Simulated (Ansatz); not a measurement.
MoW (CsCl type, Pm-3m) under volume change, DFT-PBEsol in the program Ansatz with PAW potentials, scaled uniformly.

```csv
V (Å³/atom),E − E(relaxed) (meV/atom),P (GPa)
14.113,137.9,34.32
14.578,58.0,21.06
15.044,13.8,9.72
15.509,0.0,0.00
15.974,12.4,-8.35
16.439,(withheld),(withheld)
16.905,(withheld),(withheld)
```

**Question.** Some entries are withheld; supply them.

**Answer.** 
- 16.439, E − E(relaxed) (meV/atom): 47.4
- 16.439, P (GPa): -15.52
- 16.905, E − E(relaxed) (meV/atom): 101.6
- 16.905, P (GPa): -21.66

**Question.** What does a third-order Birch–Murnaghan fit give for V₀, B₀ and B′?

**Answer.** V₀ = 15.51 Å³/atom, B₀ = 300 GPa, B′ = 4.1.

The start of the workflow was typed in or built on a structure type; neither database checked (COD, Materials Project) lists it. Its standing as an ambient phase is unchecked. The PBEsol relaxation kept the symmetry of its start; its stability against distortions is not shown here. No spin polarisation was allowed. Scalar-relativistic: spin–orbit coupling is off unless named, which matters more the heavier the elements.

Potentials: the earlier of the program's two PAW sets. The files were generated under PBE; for other functionals the program regenerates the frozen cores, and for LDA and PBEsol the local potential too.
